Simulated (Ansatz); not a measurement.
AlIr: computed property card

AlIr:
```cif
data_Al2Ir2
_chemical_formula_sum 'Al2 Ir2'
_space_group_name_H-M_alt 'P 1'
_space_group_IT_number 1
_cell_length_a 5.01383
_cell_length_b 5.01383
_cell_length_c 4.20238
_cell_angle_alpha 90.000
_cell_angle_beta 90.000
_cell_angle_gamma 146.924
loop_
_space_group_symop_operation_xyz
  'x, y, z'
loop_
_atom_site_label
_atom_site_type_symbol
_atom_site_fract_x
_atom_site_fract_y
_atom_site_fract_z
_atom_site_occupancy
Al1 Al 0.65008 0.34992 0.25000 1
Ir1 Ir 0.91187 0.08813 0.25000 1
Al2 Al 0.34992 0.65008 0.75000 1
Ir2 Ir 0.08813 0.91187 0.75000 1
```

Space group Cmcm (No. 63); conventional cell a = 2.854 Å, b = 9.613 Å, c = 4.202 Å, α = β = γ = 90.00°.

Method: PBEsol in the plane-wave PAW code Ansatz. The cell and atoms are relaxed at this level. Other levels are named where they apply.

Cell and energy:

```yaml
volume_per_atom: 14.41 Å³
density: 12.63 g/cm³
Formation energy from the elements (no fitted shifts): -0.53 eV/atom
```

Electronic structure:

```yaml
electronic_character: metallic (no gap)
Density of states at the Fermi level: 0.62 states/eV per atom (mean over ±0.08 eV)
Gap with spin–orbit coupling: none (metallic)
```

Mechanics:

```yaml
Bulk modulus (Birch–Murnaghan fit): 2070 kbar
Pressure derivative B′: 4.8
```

Phonons:

```yaml
highest_zone_centre_frequency: 293 cm⁻¹
zone_centre_stability: no imaginary mode at Γ
```

The start of the workflow was typed in or built on a structure type; neither database checked (COD, Materials Project) lists it. Whether it is the stable phase at ambient conditions was not checked. The cell was relaxed with PBEsol under the symmetry of its start. No spin polarisation was allowed. As this level gives no gap, phonon frequencies hold no LO–TO term and depend on the k-mesh and smearing (Fermi–Dirac, 0.1 eV here). Axis ratios of metals converge slowly with the k-mesh, so a and c are less sure than the volume. The references are the lowest solids computed at this level, not always the standard phases. Scalar-relativistic: spin–orbit coupling is off unless named, which matters more the heavier the elements.

Potentials: the later of the program's two PAW sets.
